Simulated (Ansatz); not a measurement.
Polymorphs of TaN, each relaxed with the program Ansatz at the HSE06 level (PAW):

A: I4_1md
a = b = 2.892 Å, c = 10.210 Å, α = β = γ = 90.00°

```tsv
atom	site	symmetry	x	y	z
Ta	4a	2mm.	0.0000	0.0000	0.7487
N	4a	2mm.	0.0000	0.0000	0.1673
```

B: P-6m2
a = b = 2.9273 Å, c = 2.8754 Å, α = β = 90.00°, γ = 120.00°

```csv
atom,site,symmetry,x,y,z
Ta,1a,-6m2,0.0000,0.0000,0.0000
N,1f,-6m2,0.6667,0.3333,0.5000
```

Q: Put the candidates in order of energy per atom at 0 K, lowest first, for HSE06.

A: B (+0 meV/atom), A (+39 meV/atom)

Q: Give each one's gap.

A: A 1.01 eV; B no gap.

Constructed cells (a structure type filled with these elements, in neither database checked): A. Built on a structure type that need not be the filed one of that space group: B. Not the usual ambient phase: A; B. All cells were relaxed under the symmetry of their starts (and spin orders); stability against distortions was not tested throughout. Rows with no word on spin ran without spin polarisation. Scalar-relativistic: spin–orbit coupling is off unless named, which matters more the heavier the elements.

Potentials: the later of the program's two PAW sets.
